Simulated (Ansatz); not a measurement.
Relaxed Be (hcp, Mg type):

```
Be
1.0
    4.52742     0.00000     0.00000
   -1.13186     1.96043     0.00000
    0.00000     0.00000     3.56389
Be
4
Direct
  0.16667   0.66667   0.75000
  0.66667   0.66667   0.75000
  0.33333   0.33333   0.25000
  0.83333   0.33333   0.25000
```

A phonon eigenvector at M = (0.5, 0.0, 0.0) is frozen into this cell: atom i moves by Q times the vector below, so Q is the largest atomic displacement, in Å. The cell is held. (q is in reciprocal vectors of the primitive cell; the cell shown is doubled to hold the pattern.)

| atom | x | y | z |
|---|---|---|---|
| Be1 | -0.500 | 0.866 | 0.000 |
| Be2 | 0.500 | -0.866 | 0.000 |
| Be3 | -0.500 | 0.866 | 0.000 |
| Be4 | 0.500 | -0.866 | 0.000 |

All values below come from r2SCAN (plane waves to 500 eV, PAW, scalar-relativistic; Ansatz, a program for electronic structure). k mesh 23×23×13 (Γ-centred), Fermi-Dirac smearing 0.05 eV. With partly filled bands, energies and forces of such displacements shift with the k mesh and the smearing. Be was relaxed with its symmetry unable to fall. 

```json
[
 {"Q (Å)": "-0.100", "−dE/dQ from forces (eV/Å)": "2.185"},
 {"Q (Å)": "-0.083", "−dE/dQ from forces (eV/Å)": "1.841"},
 {"Q (Å)": "-0.067", "−dE/dQ from forces (eV/Å)": "1.486"},
 {"Q (Å)": "-0.050", "−dE/dQ from forces (eV/Å)": "1.121"},
 {"Q (Å)": "-0.033", "−dE/dQ from forces (eV/Å)": "0.751"},
 {"Q (Å)": "-0.017", "−dE/dQ from forces (eV/Å)": "0.377"},
 {"Q (Å)": "0.000", "−dE/dQ from forces (eV/Å)": "0.000"},
 {"Q (Å)": "0.017", "−dE/dQ from forces (eV/Å)": "-0.377"},
 {"Q (Å)": "0.033", "−dE/dQ from forces (eV/Å)": "-0.751"},
 {"Q (Å)": "0.050", "−dE/dQ from forces (eV/Å)": "-1.121"},
 {"Q (Å)": "0.067", "−dE/dQ from forces (eV/Å)": "-1.486"},
 {"Q (Å)": "0.083", "−dE/dQ from forces (eV/Å)": "-1.841"},
 {"Q (Å)": "0.100", "−dE/dQ from forces (eV/Å)": "-2.185"}
]
```

Task: What harmonic wavenumber does the curvature at Q = 0 give?

Result: 413 cm⁻¹. E″ = 22.62 eV/Å², M = Σ mᵢ|uᵢ|² = 36.0 u, ν̃ = 521.5·√(|E″|/M).

(A displaced cell: forces are minus the slopes of the energy, force constants its curvatures, and phonons follow from these.)
